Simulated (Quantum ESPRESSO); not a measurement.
Ga4AgTi3, input and log of a self-consistent run

Simulated, not a measurement. The program is pw.x of Quantum ESPRESSO 7.5 (plane-wave density functional theory). The cell is made up: eight metal atoms on a face-centred cubic lattice, with elements, volume, strain and displacements drawn at random and not relaxed, so it may be unstable or far from any real phase. PseudoDojo standard norm-conserving files set the functional (PBE unless stated); there is no spin polarisation or spin-orbit coupling, the Fermi-Dirac width of 0.25 eV means electrons at about 2900 K, and the masses in the input are unused placeholders. A spin test at this wide smearing found no moment, but such smearing suppresses magnetism that the real alloy may have.

Input:

```
&control calculation='scf', pseudo_dir='./dojo.nc.sr.pbe.v0_5.standard.upf', outdir='./o', disk_io='minimal', tprnfor=.true., tstress=.true. /
&system ibrav=0, nat=8, ntyp=3, nbnd=66, ecutwfc=84.00895049, nosym=.true., tot_charge=0,
 occupations='smearing', smearing='fd', degauss=0.0183746611
/
&electrons conv_thr=1.470e-08, electron_maxstep=70, mixing_beta=0.5 /
ATOMIC_SPECIES
Ag 1.0 Ag.upf
Ga 1.0 Ga.upf
Ti 1.0 Ti.upf
CELL_PARAMETERS angstrom
0.0215 2.1264 2.16
-4.1294 -0.0335 -0.0094
-0.0483 -8.3732 8.5074
ATOMIC_POSITIONS angstrom
Ga 0.0214 0.1345 0.0121
Ga -0.0133 -2.2628 2.0658
Ga 0.0556 -4.2395 4.3631
Ag -0.1383 -6.3038 6.3263
Ti -2.1216 -0.1148 2.0378
Ti -2.0416 -2.0285 4.2148
Ti -2.0439 -4.111 6.3497
Ga -2.0086 -6.1517 8.4023
K_POINTS automatic
8 6 2 1 1 1
```

The log is shortened where brackets say so; the opening notice, blank lines, dates and the lines on written files are dropped, and the path of the files is cut. It prints rydbergs, bohrs and kilobars, and counts compression as positive stress. Its total energy is the free energy E - TS of the whole cell.

```
     Program PWSCF v.7.5
     Parallel version (MPI & OpenMP), running on       4 processor cores
     Number of MPI processes:                 4
     Threads/MPI process:                     1
     [start-up lines left out]
     bravais-lattice index     =            0
     lattice parameter (alat)  =       5.7280  a.u.
     unit-cell volume          =    1008.0382 (a.u.)^3
     number of atoms/cell      =            8
     number of atomic types    =            3
     number of electrons       =       107.00
     number of Kohn-Sham states=           66
     kinetic-energy cutoff     =      84.0090  Ry
     charge density cutoff     =     336.0358  Ry
     scf convergence threshold =      1.5E-08
     mixing beta               =       0.5000
     number of iterations used =            8  plain     mixing
     Exchange-correlation= PBE
                           (   1   4   3   4   0   0   0)
     [axes and pseudopotential details left out]
   Cartesian axes
     site n.     atom                  positions (alat units)
         1        Ga     tau(   1) = (   0.0070601   0.0443732   0.0039919  )
         2        Ga     tau(   2) = (  -0.0043878  -0.7465247   0.6815321  )
         3        Ga     tau(   3) = (   0.0183431  -1.3986617   1.4394388  )
         4        Ag     tau(   4) = (  -0.0456268  -2.0796989   2.0871219  )
         5        Ti     tau(   5) = (  -0.6999412  -0.0378739   0.6722946  )
         6        Ti     tau(   6) = (  -0.6735482  -0.6692264   1.3905128  )
         7        Ti     tau(   7) = (  -0.6743070  -1.3562680   2.0948418  )
         8        Ga     tau(   8) = (  -0.6626611  -2.0295193   2.7720191  )
     number of k points=    48  Fermi-Dirac smearing, width (Ry)=  0.0184
                       cart. coord. in units 2pi/alat
        k(    1) = (  -0.0613692  -0.0002071   0.0885205), wk =   0.0416667
        k(    2) = (  -0.0619005   0.0902874  -0.0005610), wk =   0.0416667
     [further k points left out]
     Dense  grid:   104903 G-vectors     FFT dimensions: (  36,  45, 135)
     Estimated max dynamical RAM per process >     323.59 MB
     Estimated total dynamical RAM >       1.19 GB
     Initial potential from superposition of free atoms
     starting charge     106.9841, renormalised to     107.0000
     Starting wfcs are   76 randomized atomic wfcs
     total cpu time spent up to now is        4.4 secs
     per-process dynamical memory:   248.6 Mb
     Self-consistent Calculation
     iteration #  1     ecut=    84.01 Ry     beta= 0.50
     Davidson diagonalization with overlap
     ethr =  1.00E-02,  avg # of iterations =  2.1
     total cpu time spent up to now is       14.5 secs
     total energy              =   -1276.73402663 Ry
     estimated scf accuracy    <       2.10073064 Ry
     iteration #  2     ecut=    84.01 Ry     beta= 0.50
     Davidson diagonalization with overlap
     ethr =  1.96E-03,  avg # of iterations =  6.3
     total cpu time spent up to now is       28.4 secs
     total energy              =   -1273.82834939 Ry
     estimated scf accuracy    <      96.81427706 Ry
     iteration #  3     ecut=    84.01 Ry     beta= 0.50
     Davidson diagonalization with overlap
     ethr =  1.96E-03,  avg # of iterations =  7.7
     total cpu time spent up to now is       42.4 secs
     total energy              =   -1277.19553868 Ry
     estimated scf accuracy    <      19.84059536 Ry
     iteration #  4     ecut=    84.01 Ry     beta= 0.50
     Davidson diagonalization with overlap
     ethr =  1.96E-03,  avg # of iterations =  7.2
     total cpu time spent up to now is       53.5 secs
     total energy              =   -1277.88739501 Ry
     estimated scf accuracy    <       4.63824160 Ry
     iteration #  5     ecut=    84.01 Ry     beta= 0.50
     Davidson diagonalization with overlap
     ethr =  1.96E-03,  avg # of iterations =  2.3
     total cpu time spent up to now is       62.0 secs
     total energy              =   -1278.06575250 Ry
     estimated scf accuracy    <       1.02967677 Ry
     [iterations 6 to 12 left out]
     iteration # 13     ecut=    84.01 Ry     beta= 0.50
     Davidson diagonalization with overlap
     ethr =  1.54E-09,  avg # of iterations =  5.1
     total cpu time spent up to now is      141.0 secs
     total energy              =   -1278.10079280 Ry
     estimated scf accuracy    <       0.00000224 Ry
     iteration # 14     ecut=    84.01 Ry     beta= 0.50
     Davidson diagonalization with overlap
     ethr =  1.54E-09,  avg # of iterations =  2.3
     total cpu time spent up to now is      149.2 secs
     total energy              =   -1278.10079269 Ry
     estimated scf accuracy    <       0.00001511 Ry
     iteration # 15     ecut=    84.01 Ry     beta= 0.50
     Davidson diagonalization with overlap
     ethr =  1.54E-09,  avg # of iterations =  1.3
     total cpu time spent up to now is      156.8 secs
     total energy              =   -1278.10079305 Ry
     estimated scf accuracy    <       0.00000010 Ry
     iteration # 16     ecut=    84.01 Ry     beta= 0.50
     Davidson diagonalization with overlap
     ethr =  9.61E-11,  avg # of iterations =  3.0
     total cpu time spent up to now is      165.3 secs
     total energy              =   -1278.10079305 Ry
     estimated scf accuracy    <       0.00000002 Ry
     iteration # 17     ecut=    84.01 Ry     beta= 0.50
     Davidson diagonalization with overlap
     ethr =  1.50E-11,  avg # of iterations =  4.9
     total cpu time spent up to now is      175.0 secs
     End of self-consistent calculation
     [lines on levels left out]
!    total energy              =   -1278.10079305 Ry
     estimated scf accuracy    <       0.00000001 Ry
     smearing contrib. (-TS)   =      -0.10522755 Ry
     internal energy E=F+TS    =   -1277.99556550 Ry
     The total energy is F=E-TS. E is the sum of the following terms:
     one-electron contribution =    -536.04399839 Ry
     hartree contribution      =     338.04577517 Ry
     xc contribution           =    -265.89467276 Ry
     ewald contribution        =    -814.10266952 Ry
     convergence has been achieved in  17 iterations
     Forces acting on atoms (cartesian axes, Ry/au):
     atom    1 type  2   force =     0.00007250   -0.02017863    0.00806514
     atom    2 type  2   force =    -0.00171135    0.01638857    0.00035728
     atom    3 type  2   force =    -0.00722596    0.01011558   -0.01303838
     atom    4 type  1   force =     0.02314942    0.00566656   -0.00045836
     atom    5 type  3   force =     0.00619721    0.01045667   -0.00323420
     atom    6 type  3   force =     0.00038999   -0.01898630    0.00965541
     atom    7 type  3   force =    -0.00663685    0.00784164   -0.01118071
     atom    8 type  2   force =    -0.01423497   -0.01130410    0.00983383
     Total force =     0.053911     Total SCF correction =     0.000520
     Computing stress (Cartesian axis) and pressure
          total   stress  (Ry/bohr**3)                   (kbar)     P=      -83.80
  -0.00056898  -0.00002572   0.00000570          -83.70       -3.78        0.84
  -0.00002572  -0.00057094   0.00006155           -3.78      -83.99        9.05
   0.00000570   0.00006155  -0.00056911            0.84        9.05      -83.72
     init_run     :      4.07s CPU      4.31s WALL (       1 calls)
     electrons    :    168.46s CPU    170.60s WALL (       1 calls)
     forces       :      1.44s CPU      1.48s WALL (       1 calls)
     stress       :      4.89s CPU      4.90s WALL (       1 calls)
     [timing details left out]
     PWSCF        :   2m58.92s CPU   3m 1.36s WALL
     JOB DONE.
```

In other units: free energy -17389.447 eV for the cell, pressure -8.38 GPa, largest force component 0.595 eV/Å in size. The run took 183 s of wall time with four MPI processes on a shared machine (Intel Xeon, 2023 or later, virtual cores), so the time is rough. A rerun of this cell at a higher cutoff and on a denser mesh moved values by no more than 0.012 eV in energy, 0.16 GPa in stress and 0.019 eV/Å in force, and a second program with other atomic files agreed on that cell to 2 % rms in force and 0.5 GPa in pressure.